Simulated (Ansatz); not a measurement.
MoS2 (3R-MoS2 type, space group R3m)

```
MoS2
1.0
    1.58761     0.91661     6.19494
   -1.58761     0.91661     6.19494
    0.00000    -1.83321     6.19494
Mo S
1 2
Direct
  0.00000   0.00000   0.00000
  0.75030   0.75030   0.75030
  0.58300   0.58300   0.58300
```

E(V) scan at fixed shape, V₀ the volume above. The atoms relax within the cell's symmetry.

The numbers are results of r2SCAN+rVV10 (plane waves to 500 eV, PAW, scalar-relativistic; Ansatz, an electronic-structure program), not measurements. k mesh 12×12×12 (Γ-centred), Fermi-Dirac smearing 0.05 eV. E stands for the smeared free energy. Stress and pressure are positive under compression. With the shape held, the modulus is that of even scaling; a crystal free to change shape is softer. MoS2 is run without spin polarisation. MoS2 was relaxed with its symmetry unable to fall. This is one of several known forms of MoS2; the measured ambient cells at hand have space group No. 194. ΔE is measured from the relaxed starting cell.

```json
[
 {"V (Å³/atom)": "16.227", "ΔE (meV/atom)": "withheld"},
 {"V (Å³/atom)": "16.678", "ΔE (meV/atom)": "27.6"},
 {"V (Å³/atom)": "17.128", "ΔE (meV/atom)": "11.7"},
 {"V (Å³/atom)": "17.579", "ΔE (meV/atom)": "2.8"},
 {"V (Å³/atom)": "18.030", "ΔE (meV/atom)": "0.0"},
 {"V (Å³/atom)": "18.481", "ΔE (meV/atom)": "2.6"},
 {"V (Å³/atom)": "18.931", "ΔE (meV/atom)": "9.9"},
 {"V (Å³/atom)": "19.382", "ΔE (meV/atom)": "21.4"},
 {"V (Å³/atom)": "19.833", "ΔE (meV/atom)": "36.6"}
]
```

Question: Fit a third-order Birch-Murnaghan form (E₀, V₀, B₀, B₀′ free) to the given rows and predict ΔE at V = 16.227.

Answer: Least squares on the 8 given rows: ΔE = E₀ + (9V₀B₀/16)·y²·[2 + (B₀′ − 4)y], y = (V₀/V)^(2/3) − 1, with V₀ = 18.029 Å³/atom, B₀ = 76.49 GPa (160.2 GPa = 1 eV/Å³; the term in eV is multiplied by 1000), B₀′ = 4.14, E₀ = -0.01 meV/atom; root-mean-square residual 0.02 meV/atom. At 16.227 the fit gives 51.5 meV/atom; the calculation gives 51.4 meV/atom, so the extrapolation is off by 0.1 (+0.2 %). For the pressure the fit gives 10.0 GPa against the computed 10.0 GPa.

(Under strain, the slope of the energy per volume gives the stress and its curvature an elastic modulus.)
